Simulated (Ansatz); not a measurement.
TiB2 (MoSi2 or CaC2 type, I4/mmm) under volume change, the program Ansatz at the PBEsol level (PAW), shape and atoms relaxed at each volume.

```json
[
 {"V (Å³/atom)": "9.053", "E − E(relaxed) (meV/atom)": "…", "P (GPa)": "…"},
 {"V (Å³/atom)": "9.352", "E − E(relaxed) (meV/atom)": "…", "P (GPa)": "…"},
 {"V (Å³/atom)": "9.650", "E − E(relaxed) (meV/atom)": "5.0", "P (GPa)": "5.52"},
 {"V (Å³/atom)": "9.949", "E − E(relaxed) (meV/atom)": "0.0", "P (GPa)": "0.00"},
 {"V (Å³/atom)": "10.247", "E − E(relaxed) (meV/atom)": "4.5", "P (GPa)": "-4.75"},
 {"V (Å³/atom)": "10.546", "E − E(relaxed) (meV/atom)": "17.3", "P (GPa)": "-8.86"},
 {"V (Å³/atom)": "10.844", "E − E(relaxed) (meV/atom)": "37.2", "P (GPa)": "-12.38"}
]
```

**Question.** Complete the blanks.

**Answer.** 
- 9.053, E − E(relaxed) (meV/atom): 50.0
- 9.053, P (GPa): 19.29
- 9.352, E − E(relaxed) (meV/atom): 21.1
- 9.352, P (GPa): 11.91

**Question.** What does a third-order Birch–Murnaghan fit give for V₀, B₀ and B′?

**Answer.** V₀ = 9.95 Å³/atom, B₀ = 170 GPa, B′ = 3.9.

The cell is a constructed one: a structure type filled with these elements; neither database checked (COD, Materials Project) lists it. It is not the phase usual at ambient conditions (space group No. 191). The cell was relaxed with PBEsol under the symmetry of its start; its stability against distortions is not shown here. The run is not spin-polarised.

Potentials: the earlier of the program's two PAW sets. The files were generated under PBE; for other functionals the program regenerates the frozen cores, and for LDA and PBEsol the local potential too.
